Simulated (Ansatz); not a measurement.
Relaxed-ion elastic tensor of LiF (rock salt, Fm-3m) in GPa (Voigt order), DFT-LDA in the program Ansatz with PAW potentials; density 2.88 g/cm³, 7.47 Å³ per atom.

```
 158  51.1  51.1   0.0   0.0   0.0
51.1   158  51.1   0.0   0.0   0.0
51.1  51.1   158   0.0   0.0   0.0
 0.0   0.0   0.0  68.8   0.0   0.0
 0.0   0.0   0.0   0.0  68.8   0.0
 0.0   0.0   0.0   0.0   0.0  68.8
```

Problem. Is the crystal mechanically stable?

Solution. Yes: the smallest eigenvalue of C is 68.8 GPa.

Problem. Work out the Voigt, Reuss and Hill averages.

Solution. K_V = 86.9, K_R = 86.9, K_H = 86.9; G_V = 62.7, G_R = 61.8, G_H = 62.2 GPa.

Problem. Give Young's modulus, Poisson's ratio, Pugh's ratio and the universal anisotropy index.

Solution. E = 9KG/(3K + G) = 151 GPa; ν = 0.21; K/G = 1.40 (brittle by the Pugh limit of 1.75); A_U = 5G_V/G_R + K_V/K_R − 6 = 0.08.

Problem. Estimate the sound speeds and the Debye temperature.

Solution. v_l = √((K + 4G/3)/ρ) = 7670 m/s, v_t = √(G/ρ) = 4640 m/s, mean 5130 m/s; Θ = (h/k)(3n/4πV)^(1/3) v_m = 782 K.

Problem. Give the Zener ratio and Young's modulus along [100], [110] and [111].

Solution. A = 2C44/(C11 − C12) = 1.28; 1/E = S11 − 2(S11 − S12 − S44/2)Γ with Γ = 0, 1/4, 1/3 gives 133, 155, 163 GPa.

The LDA relaxation kept the symmetry of its start; phonons on a q-mesh show no instability.

Potentials: the later of the program's two PAW sets.
